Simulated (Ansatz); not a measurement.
What moves the field gradients of Si₃N₄?

Cell of run 1: an entry of the Crystallography Open Database (COD), taken as it stands.

```cif
data_Si3N4
_symmetry_space_group_name_H-M 'P6_3/m'
_symmetry_Int_Tables_number 176
_cell_length_a 7.6093
_cell_length_b 7.6093
_cell_length_c 2.9079
_cell_angle_alpha 90.000
_cell_angle_beta 90.000
_cell_angle_gamma 120.000
loop_
_atom_site_label
_atom_site_type_symbol
_atom_site_symmetry_multiplicity
_atom_site_Wyckoff_symbol
_atom_site_fract_x
_atom_site_fract_y
_atom_site_fract_z
Si Si 6 h 0.1742 0.7678 0.2500
N7 N 2 c 0.3333 0.6667 0.2500
N9 N 6 h 0.3290 0.0390 0.2500
```

One atom of each set is listed.

Relaxed positions (PBE, cell held):

Si (0.1739, 0.7678, 0.2500)
N7 (0.3333, 0.6667, 0.2500)
N9 (0.3298, 0.0298, 0.2500)

All runs are DFT with Ansatz 0.2.0 (plane waves and PAW, scalar-relativistic unless spin–orbit coupling is named, Γ-centred meshes, Fermi–Dirac smearing where given) in this cell.

Run 1: PBE, atoms as given; 420 eV, 4×4×10 k-points, smearing 0.02 eV.
Run 2: PBE, atoms relaxed; 420 eV, 4×4×10 k-points, smearing 0.02 eV.
Run 3: r2SCAN, at the relaxed atoms; 500 eV, 4×4×10 k-points, smearing 0.02 eV.

```tsv
run	Si V_zz (η)	N7 V_zz (η)	N9 V_zz (η)
1	2.78 (0.51)	-5.31 (0.00)	-4.82 (0.04)
2	0.98 (0.41)	-4.91 (0.00)	-4.95 (0.07)
3	?	?	?
```

V_zz in 10²¹ V/m².

Task: Estimate the row of run 3.

Result: Si: 0.98 (0.39); N7: -4.98 (0.00); N9: -4.94 (0.08). It lies nearest to run 2, from whose tensors on these sites it differs by 0.07 at most (largest principal value of the difference, on N7). Taken one at a time, the positions of the atoms (as given or relaxed) move the tensors on these sites by up to 1.86 (largest principal value of the change, on Si), the functional (r2SCAN with its higher cutoff) by 0.07 (N7). On Si V_xx and V_yy change places between runs (or their axes turn by over 50°), so η hides a larger change.

In run 1 the atoms aren't at the calculated equilibrium (largest force 1.8 eV/Å). The cell isn't the equilibrium one in runs 1, 2 (calculated pressure 6, 5 GPa, with larger principal stresses), and the entry's cell may itself be off.
